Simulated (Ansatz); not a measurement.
# Structure optimisation: ytterbium, bcc

Theory: Ansatz 0.2.0, DFT, r2SCAN, plane waves (500 eV) with PAW, scalar-relativistic. The PAW files were generated under PBE, with cores re-solved for the functional.

k-point mesh 10×10×10, Fermi-Dirac smearing 0.1 eV, no spin polarisation. Cell and atoms relax.

Starting structure:

```
Yb
1.0
    -2.17720    2.17720    2.17720
     2.17720   -2.17720    2.17720
     2.17720    2.17720   -2.17720
Yb
1
Direct
  0.00000 0.00000 0.00000
```

Task: What cell does the relaxation end in?

Result: Im-3m with a = 4.077 Å; 33.89 Å³ per atom against 41.28 at the start (-17.9 %).

Task: How much energy does the relaxation gain?

Result: 78.0 meV per atom.

Path of the relaxation (the plane waves are chosen anew near the end, which can shift the energy a little):

```csv
step,E − E(final) (meV/atom),V (Å³/atom),P (GPa),max force (eV/Å)
0,78.03,41.281,-2.83,0.000
1,33.66,38.449,-2.10,0.000
2,1.27,32.974,0.62,0.000
3,-0.23,34.071,-0.12,0.000
4,-0.32,33.892,-0.01,0.000
5,0.00,33.892,-0.02,0.000
```
